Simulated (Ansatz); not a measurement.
SiRu2:
```
CELL_PARAMETERS angstrom
      3.73761     0.00000     0.00000
      0.00000     3.73761     0.00000
      0.00000     0.00000     5.90829
ATOMIC_POSITIONS crystal
  Ru 0.00000 0.00000 0.00000
  Ru 0.50000 0.50000 0.00000
  Ru 0.50000 0.00000 0.33633
  Ru 0.00000 0.50000 0.66367
  Si 0.50000 0.00000 0.72801
  Si 0.00000 0.50000 0.27199
```

Relaxed with r²SCAN. Special points in fractions of this cell's reciprocal vectors: Γ (0.000, 0.000, 0.000); X (0.000, 0.500, 0.000); M (0.500, 0.500, 0.000); Z (0.000, 0.000, 0.500); R (0.000, 0.500, 0.500); A (0.500, 0.500, 0.500).

Problem. List the band energies nearest the Fermi level at these points for the program Ansatz at the r²SCAN level (PAW).

Solution. In eV from the Fermi level; about four levels below and three above (degenerate sets whole), none deeper than 8.9 eV; points with the same levels are listed once.

| k | below | above |
|---|---|---|
| Γ | -1.56 -1.55 -1.55 -0.88 | 0.18 0.18 0.32 0.32 |
| X | -1.13 -1.13 -0.22 -0.22 | 1.54 1.54 2.96 2.96 |
| M | -1.63 -1.63 -1.37 -1.37 | 0.21 0.21 1.82 1.82 |
| Z | -1.61 -1.61 -1.12 -0.34 | 0.68 0.84 2.52 |
| R | -1.87 -1.87 -0.79 -0.79 | 0.35 0.35 0.42 0.42 |
| A | -1.53 -1.53 -1.05 -1.05 | 0.28 0.28 0.62 0.62 |

Space group P4/nmm. A made-up cell: these elements were put on the sites of a structure type; neither database checked (COD, Materials Project) lists it. Whether it is the stable phase at ambient conditions was not checked. The r²SCAN relaxation kept the symmetry of its start; its stability against distortions is not shown here. The run is not spin-polarised. Spin–orbit coupling is left out wherever it is not named.

Potentials: the earlier of the program's two PAW sets.
